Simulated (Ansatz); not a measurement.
The calculation used DFT PBE, scalar-relativistic, plane waves, PAW in Ansatz. Settings: cutoff 420 eV, Γ-centred meshes spaced at most about 0.3 Å⁻¹, and about 0.25 Å⁻¹ or finer for metals (2π included), Gaussian smearing. No spin polarisation in the final relaxations.

Temperature and zero-point effects are left out.

Two forms of Sc₄GeSe were relaxed alike.

A.

```xyz
6
Lattice="-4.0140 4.0140 2.6363 4.0140 -4.0140 2.6363 4.0140 4.0140 -2.6363" Properties=species:S:1:pos:R:3 pbc="T T T"
Sc    2.5579    0.0000    0.0000
Sc    5.4702    0.0000    0.0000
Sc    0.0000    2.5579    0.0000
Sc    0.0000    5.4702    0.0000
Ge    0.0000    0.0000    2.6363
Se    0.0000    0.0000    0.0000
```

B.

```xyz
6
Lattice="4.9125 0.0000 0.0000 0.0000 4.9125 0.0000 0.0000 0.0000 8.0493" Properties=species:S:1:pos:R:3 pbc="T T T"
Sc    2.4563    0.0000    0.0000
Sc    0.0000    2.4563    0.0000
Sc    0.0000    0.0000    2.5744
Sc    0.0000    0.0000    5.4749
Ge    0.0000    0.0000    0.0000
Se    2.4563    2.4563    4.0247
```

Problem. Which is lower in energy, and by how much?

Solution. A is lower, by 0.36 eV/atom. A has space group I4/mmm (No. 139), 28.3 Å³/atom and no gap on its mesh; B has space group P4/mmm (No. 123), 32.4 Å³/atom and no gap. Counting Ge or Se atoms around Sc (for each partner element, those within 1.25 times its shortest distance or 1.15 times the sum of covalent radii, where it is the nearest in units of that sum or under 1.3; a plus sign parts groups by distance over the sum of covalent radii; a slash parts the counts of unlike sites), A has Sc 1+2+2 and B has Sc 2/1+4. The denser one is the lower, and pressure would at first widen the difference. Even the lower one lies +0.14 eV/atom against the reference forms of the elements (uncorrected), so neither is stable at this level. Both come from invented guesses. A third cell relaxed alike, in I422, lies 0.87 eV/atom below the lower of the two.

A magnetic state wasn't ruled out in cells without spin, among them P4/mmm. Cells relaxed within their symmetry can be saddle points.
